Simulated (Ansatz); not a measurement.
MoS2 (3R-MoS2 type, space group R3m)

```
MoS2
1.0
    1.57655     0.91022     5.99710
   -1.57655     0.91022     5.99710
    0.00000    -1.82045     5.99710
Mo S
1 2
Direct
  0.00002   0.00002   0.00002
  0.75355   0.75355   0.75355
  0.57974   0.57974   0.57974
```

Grid over V/V₀ and (c/a)/(c/a)₀, subscript 0 meaning the relaxed cell; the conventional c axis lies along z; no internal relaxation.

Level of theory: PBE-D3(BJ) (plane waves to 420 eV, PAW, scalar-relativistic; Ansatz, a first-principles code). k mesh 12×12×12 (Γ-centred), Fermi-Dirac smearing 0.05 eV. The energy includes the smearing's −TS. Compression counts positive. As the atoms are clamped, bonds stretch with the cell, which overstates energies and stresses. As the smearing reaches across the gap at some points, the response to shear is sensitive to the k mesh, so small differences along c/a are uncertain. MoS2 is run without spin polarisation. MoS2 was relaxed with its symmetry unable to fall. This is one of several known forms of MoS2; the measured ambient cells at hand have space group No. 194. ΔE is measured from the relaxed starting cell.

ΔE (eV/atom), with V/V₀ across and (c/a)/(c/a)₀ down:

```csv
(c/a)/(c/a)₀ \ V/V₀,0.920,0.947,0.973,1.000,1.027,1.053,1.080
0.880,0.178,0.137,0.112,0.101,0.102,0.114,0.135
0.920,0.117,0.077,0.054,0.044,0.047,0.060,0.083
0.960,0.078,0.040,0.019,0.011,0.015,0.030,0.054
1.000,0.063,0.026,0.006,0.000,0.006,0.022,0.047
1.040,0.069,0.034,0.015,0.010,0.017,0.034,0.060
1.080,0.095,0.061,0.044,0.040,0.047,0.065,0.092
1.120,0.139,0.107,0.090,0.087,0.095,0.114,0.141
```

σzz (GPa), with V/V₀ across and (c/a)/(c/a)₀ down:

```tsv
(c/a)/(c/a)₀ \ V/V₀	0.920	0.947	0.973	1.000	1.027	1.053	1.080
0.880	33.5	26.8	20.8	15.6	11.0	7.0	3.4
0.920	28.5	21.7	15.9	10.7	6.2	2.2	-1.2
0.960	22.8	16.2	10.4	5.4	1.0	-2.8	-6.1
1.000	16.8	10.4	4.8	0.0	-4.2	-7.8	-11.0
1.040	10.9	4.7	-0.7	-5.3	-9.3	-12.7	-15.7
1.080	5.0	-0.9	-6.0	-10.4	-14.2	-17.4	-20.2
1.120	-0.7	-6.4	-11.3	-15.4	-19.0	-22.0	-24.6
```

Key numbers:

```
Quantity                                                                                                                            Value
--------------------------------------------------------------------------------------  -------------------------------------------------
Modulus against c/a change at fixed volume, (3/4V)·∂²E/∂(ln c/a)² (fit, atoms clamped)    92 GPa, an upper bound as the atoms could relax
Lowest place on the grid                                                                  V/V₀ = 1.000, (c/a)/(c/a)₀ = 1.000 (0 meV/atom)
Highest place on the grid                                                               V/V₀ = 0.920, (c/a)/(c/a)₀ = 0.880 (178 meV/atom)
```

The 49 points together took roughly 19 core-minutes.

(A scan under strain: stresses follow from slopes of the energy per volume, elastic moduli from its curvatures.)
